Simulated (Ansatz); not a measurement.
**VN: computed property card**

VN:
```
VN
1.0
    3.90183     0.00000     0.00000
    0.00000     3.90183     0.00000
    0.00000     0.00000     3.90183
V N
3 3
Direct
  0.00000   0.50000   0.50000
  0.50000   0.00000   0.50000
  0.50000   0.50000   0.00000
  0.50000   0.00000   0.00000
  0.00000   0.50000   0.00000
  0.00000   0.00000   0.50000
```
The run is spin-polarised; directions of the spins, atom by atom: 0 0 0 0 0 0.

Space group Pm-3m (No. 221); conventional cell a = 3.9018 Å, b = 3.9018 Å, c = 3.9018 Å, α = 90.00°, β = 90.00°, γ = 90.00°.

Method: PBEsol in the plane-wave PAW code Ansatz. Structure relaxed to zero pressure with the same functional. Other levels are named where they apply.

### Cell and energy

| Quantity | Value |
|---|---|
| Volume per atom | 9.90 Å³ |
| Density | 5.45 g/cm³ |
| Formation energy from the elements (no fitted shifts) | -0.67 eV/atom |

### Electronic structure

| Quantity | Result |
|---|---|
| Electronic character | metallic (no gap) |
| Density of states at the Fermi level | 1.1 states/eV per atom (mean over ±0.08 eV) |

### Magnetism

| Item | Result |
|---|---|
| Magnetic order | ferromagnetic |
| Net moment | 0.10 μB per atom |

### Mechanics

| Quantity | Value |
|---|---|
| Bulk modulus (Birch–Murnaghan fit) | 287 GPa |
| Pressure derivative B′ | 4.3 |
| Elastic constants (relaxed ions, GPa) | C11 = 488, C12 = 190, C44 = 68.3 |
| Mechanical stability | stable (all eigenvalues of C positive) |
| Hill bulk and shear moduli | 289 and 93.9 GPa |
| Young's modulus | 254 GPa |
| Poisson's ratio | 0.35 |
| Debye temperature from the elastic constants | 648 K |

The start of the workflow was typed in or built on a structure type; neither database checked (COD, Materials Project) lists it. It is not the phase usual at ambient conditions (space group No. 225). Symmetry was held in the PBEsol relaxation; whether a distortion lowers the energy is not shown. The final state is ferromagnetic, the only order run, not a proven ground state. No Hubbard U is applied. As this level gives no gap, shear constants depend on the k-mesh and smearing (Fermi–Dirac, 0.1 eV here). The references are the lowest solids computed at this level, not always the standard phases (solids in place of the gases).

Potentials: the earlier of the program's two PAW sets. The files were generated under PBE; for other functionals the program regenerates the frozen cores, and for LDA and PBEsol the local potential too.
